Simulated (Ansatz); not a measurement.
YN (CsCl type, Pm-3m), PBE (plane waves, PAW; program Ansatz), all energies at zero smearing, with the estimated change up to a 700 eV cutoff added, with one set of potentials and settings (totals compare only within such a set). Cell of 2 atoms (1 Y, 1 N): -4234.219 eV.

```csv
element,reference phase,E (eV/atom)
Y,"P6_3/mmc, 2 atoms in the cell",-3848.6668
N,"Pa-3, 8 atoms in the cell",-384.0325
```

Formation energy per atom, worked out: (-4234.219 − 1×(-3848.6668) − 1×(-384.0325))/2 = -0.760 eV/atom (-73 kJ per mol of atoms), at 0 K, without zero-point energy or fitted corrections.

A made-up cell: these elements were put on the sites of a structure type; neither database checked (COD, Materials Project) lists it. COD files the formula under space group No. 225, so this cell is another polymorph or a model. Whether it is the stable phase at ambient conditions was not checked. Symmetry was held in the PBE relaxation; whether a distortion lowers the energy is not shown. No spin polarisation was allowed. The references are the lowest solids computed at this level, not always the standard phases (solids in place of the gases).

Potentials: the later of the program's two PAW sets.
